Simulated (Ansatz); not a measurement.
The start is a relaxed Ba cell deformed by the Cartesian strain tensor (xx, yy, zz, yz, xz, xy) = (-0.052, 0.013, -0.084, 0.011, 0.098, 0.040). The cell and all atomic positions are relaxed at zero pressure with r2SCAN (plane waves to 500 eV, PAW, scalar-relativistic; Ansatz, a first-principles code). First-step values are on the input's coarse k-mesh.

Ansatz input (later rounds restart from its end on a renewed k-mesh):
Ansatz 0.2 input:
```yaml
crystal:
  lattice:
    - [-2.0531835684, 2.4945102403, 2.102642592]
    - [2.5503101643, -2.4387103162, 2.5439692638]
    - [2.2586287432, 2.6441554911, -2.0468426679]
  atoms:
    - { symbol: Ba, position: [0, 0, 0] }
basis: { ecutwfc: 500, ecutrho_ratio: 4, xc_grid: 4, fft_grid_basis: typed }
kpoints: { mp_grid: { grid: [10, 9, 9] } }
hamiltonian:
  xc: r2scan
  dispersion: none
  pseudopotentials: { kind: paw }
scf: { occupations: { method: fermi_dirac, width: 0.05 } }
relax: { f_tol: 0.01, max_steps: 100, cell: { stress_tol: 0.02 } }
output: { forces: true, stress: true }
```

Question: How much energy is released per atom?

Answer: 0.11 eV/atom.

Question: How does the volume change?

Answer: +15.1 %, from 56.68 to 65.26 Å³/atom.

It ends as:

Space group Im-3m (No. 229); a = b = c = 5.0724 Å, α = β = γ = 90.00°

```
atom  site  symmetry       x       y       z
----  ----  --------  ------  ------  ------
Ba      2a      m-3m  0.0000  0.0000  0.0000
```
(The calculation used a cell of 1 atom; values per cell refer to that cell.)

Final values are on a 13×13×13 k-mesh of the relaxed cell. No spin polarisation in the result.

The run could not lose the symmetry of its start.
